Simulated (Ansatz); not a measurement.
Property card for CsSnI3

CsSnI3:
```xyz
10
Lattice="8.3678 0.0000 0.0000 0.0000 8.3678 0.0000 0.0000 0.0000 6.1305" Properties=species:S:1:pos:R:3 pbc="T T T"
Cs     0.0000     4.1839     0.0000
Cs     4.1839     0.0000     0.0000
Sn     4.1839     4.1839     3.0652
Sn     0.0000     0.0000     3.0652
I      6.7929     5.7588     3.0652
I      1.5749     2.6090     3.0652
I      2.6090     6.7929     3.0652
I      5.7588     1.5749     3.0652
I      4.1839     4.1839     0.0000
I      0.0000     0.0000     0.0000
```

Space group P4/mbm (No. 127); conventional cell a = b = 8.3678 Å, c = 6.1305 Å, α = β = γ = 90.00°.

Method: LDA (plane waves, PAW; program Ansatz). Structure relaxed to zero pressure with the same functional. Other levels are named where they apply.

### Cell and energy

```yaml
volume_per_atom: 42.93 Å³
density: 4.89 g/cm³
Formation energy from the elements (no fitted shifts): -0.93 eV/atom
```

### Electronic structure

```yaml
band_gap: 0.14 eV (direct)
valence_band_maximum: at Z
conduction_band_minimum: at Z
electron_effective_mass: 0.013, 0.71, 0.71 mₑ (principal values)
hole_effective_mass: 0.015, 0.057, 0.057 mₑ (principal values)
```

### Mechanics

```yaml
Bulk modulus (Birch–Murnaghan fit): 20.8 GPa
Pressure derivative B′: 4.9
Elastic constants (relaxed ions, GPa): C11 = 26.7, C12 = 18.9, C13 = 13.2, C33 = 50.1, C44 = 5.2, C66 = 15.6
mechanical_stability: stable (all eigenvalues of C positive)
hill_bulk_and_shear_moduli: 21.2 and 7.8 GPa
Young's modulus: 20.8 GPa
Poisson's ratio: 0.34
debye_temperature_from_the_elastic_constants: 120 K
```

### Phonons

```yaml
Highest zone-centre frequency (without LO–TO term): 14.7 meV
zone_centre_stability: no imaginary mode at Γ
```

The first step of the workflow began from a Materials Project structure, measured or hypothetical; the Crystallography Open Database files this formula in space group No. 127, but the cells were not matched. It is not the phase usual at ambient conditions (space group No. 62). The cell was relaxed with LDA under the symmetry of its start. The references are the lowest solids computed at this level, not always the standard phases. Scalar-relativistic: spin–orbit coupling is off unless named, which matters more the heavier the elements.

Potentials: the later of the program's two PAW sets.
